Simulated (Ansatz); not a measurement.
Consider the following.

ZrSi2:
```cif
data_Si8Zr4
_chemical_formula_sum 'Si8 Zr4'
_space_group_name_H-M_alt 'Cmcm'
_space_group_IT_number 63
_space_group_name_Hall '-C 2c 2'
_cell_length_a 3.64979
_cell_length_b 14.49629
_cell_length_c 3.63430
_cell_angle_alpha 90.000
_cell_angle_beta 90.000
_cell_angle_gamma 90.000
loop_
_atom_site_label
_atom_site_type_symbol
_atom_site_symmetry_multiplicity
_atom_site_Wyckoff_symbol
_atom_site_fract_x
_atom_site_fract_y
_atom_site_fract_z
_atom_site_occupancy
Si1 Si 4 c 0.00000 0.05383 0.25000 1
Si2 Si 4 c 0.00000 0.24988 0.75000 1
Zr1 Zr 4 c 0.00000 0.39517 0.25000 1
```
(The calculation used a cell of 6 atoms; values per cell refer to that cell.)

This is the LDA-relaxed structure.

Q: All from plane-wave PAW LDA (Ansatz code), unless another level is named. Estimate the electronic character.

A: metallic (no gap).

Q: Next, the density of states at the Fermi level?

A: 0.20 states/eV per atom (mean over ±0.08 eV).

Q: What about the formation energy from the elements (no fitted shifts)?

A: -0.76 eV/atom.

The LDA relaxation kept the symmetry of its start. The run is not spin-polarised. The references are the lowest solids computed at this level, not always the standard phases. Scalar-relativistic: spin–orbit coupling is off unless named, which matters more the heavier the elements.

Potentials: the later of the program's two PAW sets.
